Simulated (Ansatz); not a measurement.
The relaxed structure here is a generated cell of Ir: the first start was made by a random draw of sites in a space group, and the end was not matched to a known phase here, so it may be hypothetical. Known forms of Ir include space group No. 225.

A relaxed structure of Ir. Space group R32 (No. 155). Computed with r2SCAN (plane waves to 500 eV, PAW, scalar-relativistic; Ansatz, a quantum-chemistry and plane-wave program).

```cif
data_Ir9
_chemical_formula_sum 'Ir9'
_space_group_name_H-M_alt 'R32 :H'
_space_group_IT_number 155
_space_group_name_Hall 'R 3 2"'
_cell_length_a 5.17948
_cell_length_b 5.17948
_cell_length_c 6.61820
_cell_angle_alpha 90.000
_cell_angle_beta 90.000
_cell_angle_gamma 120.000
loop_
_atom_site_label
_atom_site_type_symbol
_atom_site_symmetry_multiplicity
_atom_site_Wyckoff_symbol
_atom_site_fract_x
_atom_site_fract_y
_atom_site_fract_z
_atom_site_occupancy
Ir1 Ir 9 d 0.00000 0.54159 0.00000 1
```
(The calculation used a cell of 3 atoms; values per cell refer to that cell.)

For Ir, the volume per atom is 17.08 Å³ and the band gap comes out as zero (metallic). The shortest distances is Ir–Ir 2.48 Å and the k-mesh is 13×13×13.

Band energies at high-symmetry points (eV from the Fermi level; labels of this space group; no spin-orbit coupling), from −5 eV up to 2.2 eV:

| point | energies |
|---|---|
| Γ | -1.74 -1.14 -1.14 0.30 0.30 0.69 1.50 |
| T | -3.72 -3.72 -3.13 -1.60 -1.60 -1.49 -0.67 -0.67 -0.31 1.21 1.39 1.39 |
| H2 | -3.72 -3.69 -3.14 -1.70 -1.63 -1.47 -0.76 -0.68 -0.25 1.01 1.39 1.58 |
| H0 | -3.72 -3.69 -3.14 -1.70 -1.63 -1.47 -0.76 -0.68 -0.25 1.01 1.39 1.58 |
| L | -4.88 -4.61 -4.55 -3.67 -3.17 -2.55 -2.37 -2.24 -1.68 -0.60 -0.30 -0.04 1.11 |
| S0 | -4.76 -4.63 -4.39 -4.30 -3.92 -3.58 -2.74 -2.33 -1.72 -1.61 -1.11 -0.84 -0.32 0.47 |
| S2 | -4.76 -4.63 -4.39 -4.30 -3.92 -3.58 -2.74 -2.33 -1.72 -1.61 -1.11 -0.84 -0.32 0.47 |
| F | -4.75 -4.62 -4.39 -4.29 -3.92 -3.57 -2.73 -2.34 -1.73 -1.61 -1.12 -0.83 -0.32 0.46 |

No spin polarisation in the result.

It was reached from a disturbed copy of a Pm-3m (No. 221) cell, against which it lies -0.07 eV/atom.
